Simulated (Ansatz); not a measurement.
Question: Name crystals whose computed values (r²SCAN+D4 in the plane-wave PAW code Ansatz) fall in these windows: highest Γ mode, no LO–TO term (cm⁻¹) 2700 to 3500; G_Hill (GPa) 4.2 to 5.6.

Answer: 

| crystal | highest Γ mode, no LO–TO term (cm⁻¹) | G_Hill (GPa) |
|---|---|---|
| H4NF, P6_3mc (H on 6c, H on 2b, N on 2b, F on 2b) | 3192 | 4.7 |
Others may fit too.

Standing as an ambient phase not checked: H4NF, P6_3mc (H on 6c, H on 2b, N on 2b, F on 2b). The cell was relaxed under the symmetry of its start.

Potentials: the later of the program's two PAW sets.
